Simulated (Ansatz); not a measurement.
Ansatz input file:

```yaml
crystal:
  lattice:
    - [6.933089, 0.287547, 0.076779]
    - [0.284972, 6.347305, 0.241198]
    - [0.07308, 0.256998, 6.610221]
  atoms:
    - { symbol: Co, position: [0.5492135086, 0.1782768873, 0.2196472042], spin: 3.0 }
    - { symbol: Co, position: [0.815575084, 0.6260922136, 0.0302782864], spin: 3.0 }
    - { symbol: Co, position: [0.1491745045, 0.521875651, 0.8827048927], spin: 3.0 }
    - { symbol: Co, position: [0.5302933962, 0.9592081323, 0.5777538588], spin: 3.0 }
    - { symbol: Co, position: [0.7741524134, 0.1736274058, 0.5074390956], spin: 3.0 }
    - { symbol: Co, position: [0.3009240553, 0.6719840383, 0.5922764733], spin: 3.0 }
    - { symbol: Co, position: [0.887073872, 0.258910982, 0.1291076873], spin: 3.0 }
    - { symbol: Co, position: [0.3724480926, 0.8826255842, 0.2876073151], spin: 3.0 }
    - { symbol: Co, position: [0.0505463946, 0.8912560268, 0.0414164036], spin: 3.0 }
    - { symbol: Sc, position: [0.5857430238, 0.3805743508, 0.8462679018] }
    - { symbol: Sc, position: [0.4190576824, 0.7965087245, 0.936457909] }
    - { symbol: Sc, position: [0.899280171, 0.7518754389, 0.6664943238] }
    - { symbol: Sc, position: [0.1158017654, 0.5471003711, 0.292431693] }
    - { symbol: Sc, position: [0.601888236, 0.5333237587, 0.3555060849] }
    - { symbol: Al, position: [0.0920692857, 0.0541421153, 0.4016065276] }
    - { symbol: Al, position: [0.9917059922, 0.2330138477, 0.7616015606] }
    - { symbol: Al, position: [0.2518915475, 0.1938152817, 0.0481606369] }
    - { symbol: Fe, position: [0.3276422402, 0.2970090881, 0.5885271952], spin: 4.0 }
    - { symbol: Fe, position: [0.7280049239, 0.0135116174, 0.8992345546], spin: 4.0 }
    - { symbol: Fe, position: [0.7753026259, 0.896404675, 0.2578260698], spin: 4.0 }
basis:
  ecutwfc: 420
kpoints:
  mp_grid: { grid: [2, 2, 3] }
hamiltonian:
  xc: pbe
scf:
  occupations: { method: gaussian, width: 0.1 }
  lower_state_search: "off"
  n_extra_bands: 10
output:
  forces: true
  stress: true
  eigenvalues: true
  populations: true
  dos:
    method: { smearing: { sigma: 0.1, scheme: gaussian } }
    projected: true
    de: 0.02
magnetization:
  spin_polarized: true
```

Run as
```bash
ansatz run input.yaml --threads 2 --pin off --max-ram 5120MiB --backend cpu --events-out ev --progress --plain --runs-dir out
```

Level of theory: DFT PBE, scalar-relativistic, plane waves, PAW in Ansatz.

Abridged output:

```
Error: inconsistent input (scf.n_extra_bands): n_bands = 143 cannot host the net starting moment |Σ_I m_I| = 39.0000 μB: with N_el = 265 the majority spin channel must hold (N_el + |M|)/2 = 152.0000 electrons at no more than one per band — at least 152 bands (143 bands cap the reachable moment at 2·n_bands − N_el = 21.0000 μB); raise scf.n_extra_bands until at least 152 bands are solved (omitted, it auto-derives to 183) or lower the seeds (crystal.atoms[].spin / magnetization.per_species / magnetization.initial_magnetization)
```

The input was rejected before any iteration.

Time: 0.06 s on 2 threads of Arm Neoverse V2 (shared host), peak memory 0.08 GiB.

The k mesh is coarse.